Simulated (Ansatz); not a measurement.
CuCl:
```
CuCl
1.0
    0.00000     2.64498     2.64498
    2.64498     0.00000     2.64498
    2.64498     2.64498     0.00000
Cu Cl
1 1
Cartesian
  2.64498   2.64498   2.64498
  1.32249   1.32249   1.32249
```

Relaxed with PBEsol.

**Question.** Give the optical modes at the zone centre with their infrared activity from DFPT, PBEsol (plane waves, PAW; program Ansatz).

**Answer.** Transverse frequencies, without the LO–TO term; a row sums one degenerate level.

```json
[
 {"ω (cm⁻¹)": "168", "degeneracy": "3", "IR ((D/Å)²/amu)": "3.38", "activity": "IR", "symmetry": "T2"}
]
```

**Question.** How high does the top mode go among those that the LO–TO term moves?

**Answer.** 199 cm⁻¹ for q along x.

Space group F-43m (zinc blende). The PBEsol relaxation kept the symmetry of its start; of distortions, only those at the zone centre were tested. No spin polarisation was allowed.

Potentials: the later of the program's two PAW sets.
